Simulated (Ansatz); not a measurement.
SnSe:
```
SnSe
1.0
    4.15971     0.00000     0.00000
    0.00000     4.54550     0.00000
    0.00000     0.00000    32.00000
Sn Se
2 2
Direct
  0.00000   0.98803   0.45427
  0.50000   0.48803   0.54573
  0.00000   0.89770   0.53755
  0.50000   0.39770   0.46245
```
The layer is periodic in x and y and isolated along z.

Relaxed with r²SCAN+D4. Special points in fractions of this cell's reciprocal vectors: Γ (0.000, 0.000, 0.000); X (0.500, 0.000, 0.000); S (0.500, 0.500, 0.000); Y (0.000, 0.500, 0.000).

Q: List the band energies nearest the valence-band maximum at these points for plane-wave PAW r²SCAN+D4 (Ansatz code).

A: In eV from the valence-band maximum; about four levels below and three above (degenerate sets whole), none deeper than 8.9 eV; … stands for higher levels left out; points with the same levels are listed once.

| k | below | above |
|---|---|---|
| Γ | -3.01 -1.77 -1.72 -0.23 | 1.69 3.33 3.80 |
| X | -1.99 -1.99 -0.77 -0.77 | 1.73 1.73 2.65 2.65 |
| S | -3.37 -3.37 -1.57 -1.57 | 3.51 3.51 … |
| Y | -1.90 -1.90 -0.34 -0.34 | 1.98 1.98 3.06 3.06 |

Space group Pmn2_1 (puckered). A layer that has been made, often on a substrate. The cell was relaxed with r²SCAN+D4 under the symmetry of its start; whether a distortion lowers the energy is not shown. Scalar-relativistic: spin–orbit coupling is off unless named, which matters more the heavier the elements.

Potentials: the later of the program's two PAW sets.
